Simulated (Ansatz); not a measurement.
YN:
```
CELL_PARAMETERS angstrom
      0.00000     2.44792     2.44792
      2.44792     0.00000     2.44792
      2.44792     2.44792     0.00000
ATOMIC_POSITIONS crystal
  Y  0.00000 0.00000 0.00000
  N  0.50000 0.50000 0.50000
```

The program Ansatz at the r²SCAN level (PAW) gives a gap of 0.58 eV without spin–orbit coupling, maximum at Γ, minimum at X.

### Question
What happens when spin–orbit coupling is switched on?

### Answer
The gap decreases by 0.02 eV, to 0.56 eV; maximum at Γ, minimum at X.

### Question
How large is the spin–orbit splitting of the valence top at Γ?

### Answer
The fourfold level lies 0.05 eV above the split-off pair.

### Question
Give the electron effective mass with spin–orbit coupling.

### Answer
0.15, 0.15, 1.3 mₑ (principal values).

### Question
Give the hole effective mass with spin–orbit coupling, band 1 of 2 at the edge.

### Answer
1.1 along [100], 0.61 along [110], 0.49 along [111] (mₑ).

### Question
Give the hole effective mass with spin–orbit coupling, band 2 of 2 at the edge.

### Answer
0.24 along [100], 0.28 along [110], 0.31 along [111] (mₑ).

Space group Fm-3m (rock salt). Symmetry was held in the r²SCAN relaxation. No spin polarisation was allowed.

Potentials: the later of the program's two PAW sets.
